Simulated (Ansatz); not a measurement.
Ru (hcp, Mg type)

```cif
data_Ru2
_chemical_formula_sum 'Ru2'
_space_group_name_H-M_alt 'P63/mmc'
_space_group_IT_number 194
_space_group_name_Hall '-P 6c 2c'
_cell_length_a 2.72216
_cell_length_b 2.72216
_cell_length_c 4.29083
_cell_angle_alpha 90.000
_cell_angle_beta 90.000
_cell_angle_gamma 120.000
loop_
_atom_site_label
_atom_site_type_symbol
_atom_site_symmetry_multiplicity
_atom_site_Wyckoff_symbol
_atom_site_fract_x
_atom_site_fract_y
_atom_site_fract_z
_atom_site_occupancy
Ru1 Ru 2 d 0.66667 0.33333 0.25000 1
```

Equation-of-state scan: isotropic scaling of the cell above, V₀ being its volume. Symmetry pins the atoms to their sites.

Computed with PBE (plane waves to 420 eV, PAW, scalar-relativistic; Ansatz, a quantum-chemistry and plane-wave program). k mesh 20×20×11 (Γ-centred), Fermi-Dirac smearing 0.05 eV. Energies are smeared free energies. Compression counts positive. With the shape held, the modulus is that of even scaling; a crystal free to change shape is softer. Ru is run without spin polarisation. Ru was relaxed with its symmetry unable to fall. ΔE is measured from the relaxed starting cell.

| V (Å³/atom) | ΔE (meV/atom) | P (GPa) |
|---|---|---|
| 11.565 | 481 | 82.6 |
| 11.932 | 315 | 63.0 |
| 12.299 | 190 | 46.2 |
| 12.667 | 101 | 31.9 |
| 13.034 | 42 | 19.6 |
| 13.401 | 10 | 9.0 |
| 13.768 | 0 | 0.0 |
| 14.135 | 9 | -7.7 |
| 14.502 | 34 | -14.3 |
| 14.869 | 74 | -19.9 |
| 15.237 | 125 | -24.7 |
| 15.604 | 186 | -28.7 |
| 15.971 | 256 | -32.1 |

Key numbers:

The pressure at the smallest volume comes out as 82.6 GPa, the energy cost of the largest compression is 481 meV/atom and the energy cost of the largest expansion is 256 meV/atom. The bulk modulus at fixed cell shape B₀ (third-order Birch-Murnaghan fit) is 311 GPa and the pressure derivative B₀′ (fit) comes out as 4.8. The equilibrium volume of the fit comes out as 13.77 Å³/atom and the pressure for 5 % compression (fit) is 18.1 GPa.

(Under strain, the slope of the energy per volume gives the stress and its curvature an elastic modulus.)
